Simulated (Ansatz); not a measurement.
KCl (rock salt), conventional cell a = b = c = 6.381 Å, α = β = γ = 90.00°. The calculation uses the primitive cell of 2 atoms, to which meshes and values per cell refer.

E(V) scan at fixed shape, V₀ the volume above. Symmetry pins the atoms to their sites.

Calculation: PBE (plane waves to 420 eV, PAW, scalar-relativistic; Ansatz, an electronic-structure program). k mesh 9×9×9 (Γ-centred), Fermi-Dirac smearing 0.05 eV. Energies are smeared free energies. KCl was relaxed with its symmetry unable to fall. The zero of ΔE is the relaxed starting cell.

```
V (Å³/atom)  ΔE (meV/atom)
-----------  -------------
29.232                20.3
30.044                10.8
30.856                 4.6
31.668                 1.1
32.480                 0.0
33.292                 1.0
34.104                 3.7
34.916                 8.0
35.728                13.6
```

**Question.** What is the fitted pressure derivative B₀′?

**Answer.** 4.8.

**Question.** What bulk modulus B₀ follows from a third-order Birch-Murnaghan fit?

**Answer.** 16.3 GPa.

(Under strain, the slope of the energy per volume gives the stress and its curvature an elastic modulus.)
